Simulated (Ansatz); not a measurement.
## Cl: consecutive steps of a trajectory

All numbers below come from DFT PBEsol, scalar-relativistic, plane waves, PAW (Ansatz 0.2.0). Settings: plane waves to 420 eV, k-mesh 2×2×1 (shifted by 0.5, 0.5, 0.0 steps), Fermi–Dirac smearing 0.22 eV. The mesh is coarse. No spin polarisation.

16 atoms, starting at 1.10 times the perfect crystal's volume (space group Cmce, the cell as given, not relaxed at this level); Langevin thermostat at 2600 K (friction 0.05 fs⁻¹), fixed cell; 45 steps of 6 fs. The run is short and not equilibrated. The time step is on the long side.

Positions in Å, velocities in 0.01 Å/fs, forces in eV/Å; dE is the potential energy from the first frame shown.

```xyz
16
Lattice="-6.4414 -4.6246 0.0000 6.4414 -4.6246 0.0000 0.0000 0.0000 8.5266" Properties=species:S:1:pos:R:3:v100:R:3:forces:R:3 pbc="T T T" time_fs=84.00 dE_eV=0.0000 T_K=2840
Cl    0.2681   -0.5358    0.6990    1.8128    0.4648   -0.4348   -0.5141    1.5997   -0.8271
Cl   -2.8517   -2.7367    0.4209   -0.2684    0.0228   -1.0286   -0.3913    0.7741   -0.5410
Cl    3.0085   -2.6657    1.4533    0.1826   -0.6985   -0.2018    0.1156    0.0756    0.4791
Cl   -0.8935   -4.6753    0.8744   -1.7948   -0.1454    0.8203    0.4699    0.0230   -0.7690
Cl   -0.4813   -2.9268    2.9685   -0.2397   -0.0289   -1.9944    0.3929    0.6645    0.4195
Cl   -2.9227   -5.5065    2.9043    0.6327    0.8084    0.0336   -0.2792    0.3513    1.5593
Cl    3.3078   -5.1061    3.3291    0.1177   -0.3789   -0.6520   -1.1322   -0.7859   -3.7496
Cl    0.1948   -7.4034    3.9333    0.0133   -0.2057    0.0830    0.3924   -0.3639   -0.2963
Cl   -0.2088   -4.0086    7.4168   -0.7298   -0.3227    0.7671   -0.3856   -0.3162    1.1561
Cl   -3.4585   -7.2364    8.0285   -0.1254   -0.5588   -1.2603   -0.1090    0.1594   -1.5040
Cl    3.1155   -5.9039    7.5720   -0.3049    0.2349    0.5476   -0.0455   -0.6145    0.5678
Cl   -0.2118   -7.9648    8.1787   -0.4965   -0.5748   -0.9687    0.5592   -1.6419    0.8831
Cl   -0.0288   -1.6135    4.5413    0.8121    0.5272   -1.0847    0.1461   -0.9210   -0.6987
Cl   -3.0353   -4.7402    5.3204    2.0890   -0.6552    0.3013   -0.0930   -0.0504   -0.9499
Cl    3.8242   -4.7662    5.0581   -0.0425   -0.8615   -1.6653    0.7524    1.1111    3.9096
Cl   -0.4586   -5.7910    4.8748    0.0351    0.4861   -1.0456    0.1217   -0.0650    0.3611
16
Lattice="-6.4414 -4.6246 0.0000 6.4414 -4.6246 0.0000 0.0000 0.0000 8.5266" Properties=species:S:1:pos:R:3:v100:R:3:forces:R:3 pbc="T T T" time_fs=90.00 dE_eV=0.5279 T_K=3680
Cl    0.3689   -0.5053    0.6506    1.5331    0.5556   -1.1854   -0.6620    1.6769   -0.9137
Cl   -2.8454   -2.7388    0.3668    0.4836   -0.1171   -0.7541   -0.3366    0.4527   -0.2756
Cl    3.0247   -2.7233    1.4581    0.3523   -1.1998    0.2340    0.0800    0.3426   -1.0889
Cl   -0.9918   -4.6937    0.9146   -1.4864   -0.4693    0.5321    0.4192    0.0291   -0.6346
Cl   -0.5193   -2.9328    2.8498   -1.0136   -0.1517   -1.9171    0.5506    0.8920    0.9379
Cl   -2.8958   -5.4729    2.8741    0.2712    0.2887   -1.0607   -0.1995    0.0745    1.2891
Cl    3.3368   -5.1398    3.2795    0.7878   -0.7827   -1.2418   -1.8765   -1.2812   -6.6900
Cl    0.2139   -7.4163    3.9304    0.6165   -0.1995   -0.1633    0.3171   -0.0514   -0.0928
Cl   -0.2519   -4.0519    7.4856   -0.7021   -1.1261    1.5173   -0.3289   -0.3528    1.0574
Cl   -3.4910   -7.2471    7.9129   -0.9519    0.1939   -2.4665   -0.0365    0.0618    0.0662
Cl    3.0867   -5.9230    7.5725   -0.6650   -0.8359   -0.5576   -0.1664   -0.1915    0.2581
Cl   -0.2548   -7.9732    8.1135   -0.9261    0.2903   -1.2008    0.6931   -1.6977    0.9518
Cl   -0.0050   -1.5833    4.5014   -0.0294    0.4579   -0.2834    0.0118   -1.1854   -1.1576
Cl   -2.9435   -4.7918    5.3594    0.9595   -1.0538    1.0180   -0.2115    0.0831   -0.7240
Cl    3.8042   -4.8229    4.9520   -0.5625   -0.9875   -1.6284    1.4867    1.5890    6.8805
Cl   -0.4458   -5.7537    4.8363    0.4030    0.7285   -0.2585    0.2596   -0.4418    0.1361
16
Lattice="-6.4414 -4.6246 0.0000 6.4414 -4.6246 0.0000 0.0000 0.0000 8.5266" Properties=species:S:1:pos:R:3:v100:R:3:forces:R:3 pbc="T T T" time_fs=96.00 dE_eV=0.5610 T_K=2091
Cl    0.4311   -0.4818    0.5750    0.5334    0.2372   -1.3400   -0.7669    1.7577   -0.9848
Cl   -2.8158   -2.7293    0.3405    0.5054    0.4092   -0.0995   -0.2932    0.1528    0.0157
Cl    3.0273   -2.7793    1.4627   -0.2682   -0.6481   -0.1274    0.0239    0.5852   -1.6607
Cl   -1.0606   -4.6870    0.9242   -0.8068    0.6775   -0.1947    0.4087   -0.1756   -0.4018
Cl   -0.5596   -2.8990    2.7490   -0.3209    1.2791   -1.4136    0.6573    0.9069    1.3173
Cl   -2.9108   -5.4595    2.8365   -0.7664    0.1364   -0.2102   -0.1304   -0.1630    1.0975
Cl    3.3677   -5.1779    3.1821    0.2993   -0.4536   -1.8327   -1.1825   -0.8446   -4.5844
Cl    0.2556   -7.4464    3.9176    0.7553   -0.7517   -0.2360    0.1148    0.5700    0.2626
Cl   -0.2735   -4.1203    7.5647   -0.0064   -1.1483    1.1017   -0.2090   -0.2840    0.8079
Cl   -3.5314   -7.2444    7.8055   -0.3843   -0.1086   -1.0655    0.0768    0.0010    0.6393
Cl    3.0765   -5.9674    7.5557    0.3127   -0.6055   -0.0335   -0.3261    0.2693   -0.1238
Cl   -0.2887   -7.9705    8.0274   -0.1955   -0.2050   -1.6643    0.7775   -1.7568    1.0071
Cl    0.0125   -1.5570    4.4838    0.6101    0.4125   -0.3250   -0.0292   -1.2529   -1.4211
Cl   -2.8894   -4.8541    5.3988    0.8425   -1.0165    0.3089   -0.2320    0.1419   -0.5354
Cl    3.8049   -4.8585    4.9095    0.5234   -0.2367    0.0441    0.7441    1.1520    4.8354
Cl   -0.4267   -5.7273    4.8361    0.2404    0.1004    0.2198    0.3660   -1.0601   -0.2708
16
Lattice="-6.4414 -4.6246 0.0000 6.4414 -4.6246 0.0000 0.0000 0.0000 8.5266" Properties=species:S:1:pos:R:3:v100:R:3:forces:R:3 pbc="T T T" time_fs=102.00 dE_eV=0.3428 T_K=2895
Cl    0.4511   -0.4795    0.5054    0.1320   -0.1672   -0.9772   -0.7634    1.6857   -0.9414
Cl   -2.7789   -2.6973    0.3166    0.7538    0.5807   -0.6233    0.0408   -0.7566    0.9238
Cl    3.0446   -2.7931    1.4516    0.8386    0.2013   -0.2450   -0.0362    0.7335   -1.7122
Cl   -1.1185   -4.6457    0.8994   -1.1345    0.6566   -0.5561    0.2548   -0.6826    0.5102
Cl   -0.5711   -2.7913    2.6661   -0.0574    2.2990   -1.3291    0.7028    0.7469    1.5842
Cl   -2.9679   -5.4396    2.8298   -1.1312    0.5153   -0.0145   -0.0904   -0.3142    1.0642
Cl    3.3725   -5.2337    3.0693   -0.0600   -1.3434   -1.5940   -0.1937   -0.0838   -0.5154
Cl    0.3136   -7.4796    3.9246    1.1789   -0.3478    0.4752    0.0922    0.6865    0.3397
Cl   -0.2883   -4.1833    7.6579   -0.4558   -0.9298    1.9256    0.1998   -0.0222   -0.1502
Cl   -3.5346   -7.2372    7.7674    0.2814    0.3470   -0.2012    0.1419   -0.0165    0.6880
Cl    3.0846   -5.9988    7.5799   -0.0836   -0.3519    0.7552   -0.8235    1.3959   -1.1638
Cl   -0.2894   -7.9926    7.9622    0.1705   -0.5218   -0.5127    0.7625   -1.6589    0.9438
Cl    0.0203   -1.5277    4.4512   -0.3393    0.5674   -0.7745    0.0853   -1.2235   -1.5725
Cl   -2.8521   -4.9397    5.4088    0.3935   -1.8289    0.0355   -0.3220    0.2282   -0.4179
Cl    3.8458   -4.8777    4.9216    0.7455   -0.4624    0.0318   -0.4082    0.4386    0.8450
Cl   -0.4136   -5.7560    4.8411    0.1985   -1.0666   -0.0658    0.3574   -1.1570   -0.4256
16
Lattice="-6.4414 -4.6246 0.0000 6.4414 -4.6246 0.0000 0.0000 0.0000 8.5266" Properties=species:S:1:pos:R:3:v100:R:3:forces:R:3 pbc="T T T" time_fs=108.00 dE_eV=0.9270 T_K=3093
Cl    0.4653   -0.4595    0.4607    0.3540    0.8065   -0.4946   -0.6289    1.3655   -0.7348
Cl   -2.7609   -2.6567    0.2716   -0.1020    0.6493   -0.7592    0.6961   -2.2895    2.3545
Cl    3.0733   -2.7846    1.4333    0.1129    0.0926   -0.3583   -0.1165    0.8503   -1.6366
Cl   -1.1694   -4.6077    0.8429   -0.6679    0.5448   -1.0871   -1.0146   -1.4882    3.4664
Cl   -0.5948   -2.6674    2.6005   -0.7298    1.8108   -0.8514    0.7248    0.5080    1.6427
Cl   -3.0351   -5.4078    2.8265   -1.1088    0.5301   -0.0951   -0.0782   -0.4857    1.0795
Cl    3.3581   -5.3281    2.9536   -0.3832   -1.7633   -2.1023    0.2761    0.4025    1.4601
Cl    0.3774   -7.4859    3.9503    0.9566    0.1238    0.3730    0.2048    0.4804    0.2332
Cl   -0.3303   -4.2487    7.7555   -0.8189   -1.1952    1.0819    1.7339    0.6320   -3.1583
Cl   -3.5112   -7.1914    7.7324    0.5031    1.1743   -0.9692    0.2001   -0.0563    0.6352
Cl    3.1047   -5.9950    7.6073    0.6911    0.6188    0.0355   -1.5903    3.0996   -2.6996
Cl   -0.2797   -8.0234    7.9537    0.1406   -0.4780    0.2088    0.6295   -1.3070    0.6993
Cl   -0.0149   -1.4719    4.3966   -0.8071    1.2894   -1.0509    0.4399   -1.2716   -1.6428
Cl   -2.8273   -5.0312    5.4062    0.4217   -1.2142   -0.1099   -0.4876    0.3423   -0.2657
Cl    3.9240   -4.8971    4.9121    1.7892   -0.2040   -0.5008   -1.2861    0.1729   -1.0378
Cl   -0.4182   -5.8015    4.8446   -0.3581   -0.4310    0.1864    0.2971   -0.9552   -0.3954
16
Lattice="-6.4414 -4.6246 0.0000 6.4414 -4.6246 0.0000 0.0000 0.0000 8.5266" Properties=species:S:1:pos:R:3:v100:R:3:forces:R:3 pbc="T T T" time_fs=114.00 dE_eV=1.8046 T_K=2996
Cl    0.4837   -0.4162    0.4699    0.2692    0.6130    0.8114   -0.4979    1.0829   -0.6096
Cl   -2.7746   -2.6281    0.2133   -0.3289    0.2333   -1.1237    1.0044   -3.1530    3.1133
Cl    3.0792   -2.7614    1.4166    0.0786    0.6864   -0.1909   -0.1484    0.9312   -1.5264
Cl   -1.2183   -4.5965    0.8056   -1.0974   -0.2057    0.0874   -2.6805   -1.9147    6.4331
Cl   -0.6094   -2.5408    2.5695    0.2439    2.3856   -0.1923    0.7588    0.2126    1.5157
Cl   -3.0654   -5.3940    2.8418    0.0979   -0.0829    0.5978   -0.0865   -0.6379    0.9933
Cl    3.3429   -5.4559    2.8183   -0.1237   -2.4804   -2.3885    0.2627    0.5938    1.6694
Cl    0.4157   -7.5041    3.9949    0.3269   -0.7361    1.1113    0.2929    0.4456    0.1868
Cl   -0.3674   -4.3147    7.8056   -0.2760   -0.9684    0.3458    3.4538    1.0725   -6.1311
Cl   -3.4934   -7.1514    7.6828    0.0923    0.1583   -0.6834    0.2335   -0.0749    0.6351
Cl    3.1273   -5.9641    7.5803    0.0392    0.4808   -0.9985   -1.8643    3.9616   -3.4741
Cl   -0.2649   -8.0364    7.9452    0.3431    0.0707   -0.5056    0.5102   -0.9932    0.5338
Cl   -0.0368   -1.4319    4.3514    0.1060    0.0436   -0.4508    0.7679   -1.2676   -1.5623
Cl   -2.7917   -5.0929    5.3830    0.7489   -0.8284   -0.6532   -0.6754    0.4834   -0.1222
Cl    4.0115   -4.8907    4.8467    1.0946    0.4219   -1.6979   -1.6831    0.2345   -1.2431
Cl   -0.4331   -5.8233    4.8533   -0.1340   -0.3002    0.1002    0.3518   -0.9769   -0.4117
16
Lattice="-6.4414 -4.6246 0.0000 6.4414 -4.6246 0.0000 0.0000 0.0000 8.5266" Properties=species:S:1:pos:R:3:v100:R:3:forces:R:3 pbc="T T T" time_fs=120.00 dE_eV=1.6022 T_K=3116
Cl    0.4891   -0.3936    0.5405   -0.0911    0.1501    1.5261   -0.5290    1.1762   -0.7866
Cl   -2.8037   -2.6274    0.1751   -0.6804   -0.1188   -0.2203    0.5063   -2.0435    2.2365
Cl    3.0763   -2.7077    1.3877   -0.1732    1.1026   -0.7654   -0.1444    0.9107   -1.4334
Cl   -1.3105   -4.5779    0.8212   -1.9178    0.8491    0.3205   -1.9682   -1.6305    5.0789
Cl   -0.5952   -2.4343    2.5690    0.2349    1.1392    0.1543    0.8172   -0.0777    1.2511
Cl   -3.0564   -5.4017    2.8756    0.1980   -0.1773    0.5200   -0.1210   -0.7043    0.8615
Cl    3.3422   -5.5831    2.6730    0.0860   -1.7611   -2.4807    0.0874    0.5839    1.3564
Cl    0.4233   -7.5306    4.0744   -0.0572   -0.1656    1.5254    0.4924    0.2232    0.0173
Cl   -0.4054   -4.3589    7.7998   -1.0433   -0.5422   -0.4244    2.7945    0.6411   -4.7370
Cl   -3.4822   -7.1553    7.6342    0.2805   -0.2840   -0.9306    0.2294   -0.0481    0.7126
Cl    3.1124   -5.9384    7.5071   -0.4954    0.2948   -1.3787   -1.3944    2.9612   -2.6787
Cl   -0.2280   -8.0452    7.9231    0.8928   -0.3669   -0.2196    0.5486   -1.0499    0.6695
Cl   -0.0109   -1.4535    4.3143    0.7589   -0.7436   -0.7545    0.7842   -1.0231   -1.2003
Cl   -2.7452   -5.1381    5.3532    0.7774   -0.6696   -0.3338   -0.9464    0.6240   -0.0305
Cl    4.0866   -4.8534    4.7648    1.4164    0.8262   -1.0135   -1.5990    0.3041   -1.0172
Cl   -0.4362   -5.8414    4.8488    0.0373   -0.2895   -0.2393    0.4423   -0.8473   -0.3000
```

Question: What is the next frame? The thermostat's random kicks make it one of many possible.

Answer:
```xyz
16
Lattice="-6.4414 -4.6246 0.0000 6.4414 -4.6246 0.0000 0.0000 0.0000 8.5266" Properties=species:S:1:pos:R:3:v100:R:3:forces:R:3 pbc="T T T" time_fs=126.00 dE_eV=1.1018 T_K=4036
Cl    0.4848   -0.3926    0.6063   -0.0449   -0.1249    0.6675   -0.4380    1.0804   -0.8128
Cl   -2.8354   -2.6232    0.2009   -0.4408    0.4200    0.9379   -0.2877   -0.0728    0.5020
Cl    3.0800   -2.6158    1.3312    0.2986    1.9438   -1.1066   -0.1144    0.7057   -1.3007
Cl   -1.4497   -4.5461    0.8779   -2.5836    0.2269    1.3451   -0.2866   -1.4320    2.3467
Cl   -0.5655   -2.3730    2.5972    0.7412    0.8640    0.7151    0.6589   -0.5584    0.3920
Cl   -3.0168   -5.4225    2.9049    1.1130   -0.5117    0.4363   -0.2519   -0.6375    0.6432
Cl    3.3580   -5.6836    2.5528    0.4335   -1.5938   -1.5446    0.0066    0.5401    1.1357
Cl    0.4065   -7.5249    4.1789   -0.4715    0.3028    1.9329    0.8832   -0.4347   -0.3021
Cl   -0.4601   -4.3782    7.7802   -0.9095   -0.1337   -0.0015    1.2168    0.2310   -1.9521
Cl   -3.4533   -7.2018    7.5579    0.6814   -1.2578   -1.6043    0.1795    0.0748    0.8229
Cl    3.0554   -5.9139    7.4263   -1.3457    0.3758   -1.1891   -0.6619    1.1764   -1.1447
Cl   -0.1490   -8.0638    7.9360    1.7326   -0.2441    0.6468    0.4592   -0.9248    0.6577
Cl    0.0306   -1.5022    4.2752    0.6322   -0.8318   -0.4685    0.9086   -0.4635   -0.2138
Cl   -2.7182   -5.1517    5.3287    0.1023    0.2224   -0.4742   -1.2032    0.6823    0.0386
Cl    4.1624   -4.8033    4.7019    1.1225    0.8460   -1.0667   -1.4771    0.3079   -0.8209
Cl   -0.4507   -5.8484    4.8300   -0.5241    0.1004   -0.3621    0.4081   -0.2749    0.0081
```